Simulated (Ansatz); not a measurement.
The relaxed structure here is a generated cell of MoS2: the first start was made by placing the elements on the sites of a structure type, and the end was not matched to a known phase here, so it may be hypothetical. Known forms of MoS2 include space group No. 160, 194.

One starting cell of MoS2 (a generated cell, MoS2 placed in the AFLOW prototype AB2_cF48_227_c_e (as in Ti2C)) was relaxed twice with Ansatz (plane waves, PAW, scalar-relativistic): with r2SCAN at 500 eV and with PBE at 420 eV. The r2SCAN result:

```yaml
crystal:
  lattice:
    - [0.00000, 4.73129, 4.73129]
    - [4.73129, 0.00000, 4.73129]
    - [4.73129, 4.73129, 0.00000]
  atoms:
    - { symbol: Mo, position: [0.62500, 0.62500, 0.62500] }
    - { symbol: Mo, position: [0.12500, 0.62500, 0.62500] }
    - { symbol: Mo, position: [0.62500, 0.12500, 0.62500] }
    - { symbol: Mo, position: [0.62500, 0.62500, 0.12500] }
    - { symbol: S, position: [0.88112, 0.88112, 0.88112] }
    - { symbol: S, position: [0.35663, 0.88112, 0.88112] }
    - { symbol: S, position: [0.88112, 0.35663, 0.88112] }
    - { symbol: S, position: [0.88112, 0.88112, 0.35663] }
    - { symbol: S, position: [0.36888, 0.36888, 0.36888] }
    - { symbol: S, position: [0.89337, 0.36888, 0.36888] }
    - { symbol: S, position: [0.36888, 0.89337, 0.36888] }
    - { symbol: S, position: [0.36888, 0.36888, 0.89337] }
```

```tsv
quantity	r2SCAN	PBE
space group	Fd-3m	Fd-3m
volume (Å³/atom)	17.65	(withheld)
a (Å)	9.463	(withheld)
gap (eV, no spin-orbit coupling)	0.00	(withheld)
```

**Question.** What does PBE give for the same quantities?

**Answer.** 
- volume (Å³/atom), PBE: 17.59
- a (Å), PBE: 9.451
- gap (eV, no spin-orbit coupling), PBE: 0.00

Both levels end in the same structure; PBE's volume is within 0.5 % of r2SCAN's. Neither column is exact.

No spin polarisation in the result.

The run could not lose the symmetry of its start, so the end can be a saddle point.

Ansatz is a program for electronic structure.
